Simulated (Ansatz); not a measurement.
A geometry of La2O3 away from equilibrium: the start of the relaxation of a generated cell, La2O3 built in the stibnite structure type. Method: r2SCAN (plane waves to 500 eV, PAW, scalar-relativistic; Ansatz, a program for electronic structure). Γ-centred k-mesh 2×5×2 on the run's cell (coarser than for final values), Fermi–Dirac smearing 0.05 eV.

```xyz
20
Lattice="10.2727 0.0000 0.0000 0.0000 3.4870 0.0000 0.0000 0.0000 10.2208" Properties=species:S:1:pos:R:3 pbc="T T T"
La     9.9710     0.8717     1.7782
La     4.8346     0.8717     3.3322
La     0.3017     2.6152     8.4426
La     5.4381     2.6152     6.8886
La     6.6710     0.8717     9.8525
La     1.5346     0.8717     5.4786
La     3.6017     2.6152     0.3683
La     8.7380     2.6152     4.7421
O      3.0017     0.8717     1.9604
O      8.1380     0.8717     3.1499
O      7.2710     2.6152     8.2603
O      2.1347     2.6152     7.0708
O      4.6268     0.8717     8.9636
O      9.7632     0.8717     6.3675
O      5.6459     2.6152     1.2572
O      0.5095     2.6152     3.8532
O      6.4163     0.8717     5.7349
O      1.2800     0.8717     9.5963
O      3.8564     2.6152     4.4859
O      8.9927     2.6152     0.6245
```

**Question.** Which atoms carry the largest force, and which way does it point?

**Answer.** 3.16 eV/Å, on La5, La6, La7, La8 (atoms numbered as listed); on La5 its components are (3.04, 0.00, 0.87).

**Question.** What is the pressure?

**Answer.** -2.4 GPa, compression positive.

**Question.** How far above the relaxed end point is this geometry?

**Answer.** 0.25 eV/atom; the path ends in Pnma (No. 62) (AFLOW prototype A3B2_oP20_62_3c_2c (D5_8, as in Sb2S3)).

No spin polarisation in the result.

The run could not lose the symmetry of its start: the end is stationary, and may be a saddle point rather than a minimum.

The end of the path is a generated cell of La2O3: the first start was made by placing the elements on the sites of a structure type, and the end was not matched to a known phase here, so it may be hypothetical. Known forms of La2O3 include space group No. 164.
